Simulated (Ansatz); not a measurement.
One crystal and one scan (energy against volume) at two levels, PBE (plane waves to 420 eV, PAW, scalar-relativistic; Ansatz, a program for electronic structure) and r2SCAN (plane waves to 500 eV, PAW, scalar-relativistic; Ansatz), each from its own relaxed cell and on its own mesh. The cell shown is that of PBE.

NiSi2 (fluorite type, space group Fm-3m)

```yaml
crystal:
  lattice:
    - [0.00000, 2.72203, 2.72203]
    - [2.72203, 0.00000, 2.72203]
    - [2.72203, 2.72203, 0.00000]
  atoms:
    - { symbol: Ni, position: [0.00000, 0.00000, 0.00000] }
    - { symbol: Si, position: [0.25000, 0.25000, 0.25000] }
    - { symbol: Si, position: [0.75000, 0.75000, 0.75000] }
```

This relaxed cell (volume V₀) is scaled evenly in all directions, its shape held. Symmetry pins the atoms to their sites.

E stands for the smeared free energy. NiSi2 is run without spin polarisation. NiSi2 was relaxed with its symmetry unable to fall. The PAW data are Ansatz's earlier set. Percentages come from the unrounded values. Both scans cover V/V₀ from 0.940 to 1.060.

```json
[
 {"quantity": "Lattice constant a (Å)", "PBE": "5.444", "r2SCAN": "5.390", "PBE − r2SCAN": "+0.054 (+1.0 %)"},
 {"quantity": "Pressure at the smallest volume (GPa)", "PBE": "10.5", "r2SCAN": "11.5", "PBE − r2SCAN": "-1.0 (-9 %)"},
 {"quantity": "Energy cost of the largest compression (meV/atom)", "PBE": "25", "r2SCAN": "27", "PBE − r2SCAN": "-2 (-6 %)"},
 {"quantity": "Energy cost of the largest expansion (meV/atom)", "PBE": "20", "r2SCAN": "22", "PBE − r2SCAN": "-2 (-9 %)"},
 {"quantity": "Bulk modulus B₀ (third-order Birch-Murnaghan fit) (GPa)", "PBE": "146.2", "r2SCAN": "162.5", "PBE − r2SCAN": "-16.3 (-10 %)"},
 {"quantity": "Pressure derivative B₀′ (fit)", "PBE": "5.0", "r2SCAN": "4.3", "PBE − r2SCAN": "+0.7 (+17 %)"},
 {"quantity": "Pressure for 5 % compression (fit) (GPa)", "PBE": "8.5", "r2SCAN": "9.3", "PBE − r2SCAN": "-0.8 (-8 %)"}
]
```

PBE gives the higher value for: lattice constant a; pressure derivative B₀′. PBE gives the lower value for: pressure at the smallest volume; bulk modulus B₀; pressure for 5 % compression.

ΔE (meV/atom), each from the relaxed starting cell of its own level:

| V/V₀ | PBE | r2SCAN |
|---|---|---|
| 0.940 | 25 | 27 |
| 0.955 | 14 | 14 |
| 0.970 | 6 | 6 |
| 0.985 | 1 | 2 |
| 1.000 | 0 | 0 |
| 1.015 | 1 | 1 |
| 1.030 | 5 | 6 |
| 1.045 | 11 | 12 |
| 1.060 | 20 | 22 |

(Under strain, the slope of the energy per volume gives the stress and its curvature an elastic modulus.)
